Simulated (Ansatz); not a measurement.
Values for one crystal, relaxed and computed with PBE (plane waves, PAW; program Ansatz); other levels are named.

```yaml
volume_per_atom: 15.12 Å³
electronic_character: metallic (no gap)
Formation energy from the elements (no fitted shifts): 0.088 eV/atom
Density of states at the Fermi level: 1.1 states/eV per atom (mean over ±0.08 eV)
```

Q: Which compound is it?
(A) AlPt, rock salt
(B) CoPtAu, P3m1 (Co on 1a, Pt on 1b, Au on 1c)
(C) CoPtRh, P3m1 (Co on 1a, Pt on 1b, Rh on 1c)
(D) SnPt, P6/mmm (Pt on 3f, Sn on 1a, Sn on 2d)

A: B, CoPtAu, P3m1 (Co on 1a, Pt on 1b, Au on 1c)

The start of the workflow was typed in or built on a structure type; neither database checked (COD, Materials Project) lists it. Its standing as an ambient phase is unchecked. The cell was relaxed with PBE under the symmetry of its start; whether a distortion lowers the energy is not shown. Magnetic state: ferromagnetic, the only order run, not a proven ground state. The references are the lowest solids computed at this level, not always the standard phases. Scalar-relativistic: spin–orbit coupling is off unless named, which matters more the heavier the elements.

Potentials: the earlier of the program's two PAW sets.
